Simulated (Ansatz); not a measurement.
InSb:
```cif
data_In3Sb3
_chemical_formula_sum 'In3 Sb3'
_space_group_name_H-M_alt 'P 1'
_space_group_IT_number 1
_cell_length_a 4.63752
_cell_length_b 4.63752
_cell_length_c 10.18180
_cell_angle_alpha 90.000
_cell_angle_beta 90.000
_cell_angle_gamma 120.000
loop_
_space_group_symop_operation_xyz
  'x, y, z'
loop_
_atom_site_label
_atom_site_type_symbol
_atom_site_fract_x
_atom_site_fract_y
_atom_site_fract_z
_atom_site_occupancy
In1 In 0.00000 0.49960 0.66667 1
In2 In 0.50040 0.50040 0.00000 1
In3 In 0.49960 0.00000 0.33333 1
Sb1 Sb 0.00000 0.49977 0.16667 1
Sb2 Sb 0.50023 0.50023 0.50000 1
Sb3 Sb 0.49977 0.00000 0.83333 1
```

Relaxed with r²SCAN.

### Question
Tabulate the valence density and the electron localisation function along the shortest In–Sb contact (2.87 Å), r²SCAN (plane waves, PAW; program Ansatz).

### Answer


```tsv
distance from In (Å)	density (e/Å³)	ELF
0.29	8.30	0.01
0.43	6.10	0.03
0.57	3.93	0.10
0.72	2.11	0.20
0.86	0.93	0.23
1.01	0.49	0.23
1.15	0.38	0.28
1.29	0.33	0.45
1.44	0.33	0.62
1.58	0.37	0.67
1.72	0.45	0.59
1.87	0.57	0.47
2.01	0.93	0.37
2.15	1.99	0.25
2.30	4.24	0.14
2.44	7.65	0.06
2.59	11.51	0.03
```

The density is the valence pseudo-density with augmentation charge, so density and ELF within about 1 Å of a nucleus are not all-electron values.

Space group P6_422. The start of the workflow was typed in or built on a structure type; neither database checked (COD, Materials Project) lists it. It is not the phase usual at ambient conditions (space group No. 216). The cell was relaxed with r²SCAN under the symmetry of its start; whether a distortion lowers the energy is not shown. Spin–orbit coupling is left out wherever it is not named.

Potentials: the earlier of the program's two PAW sets.
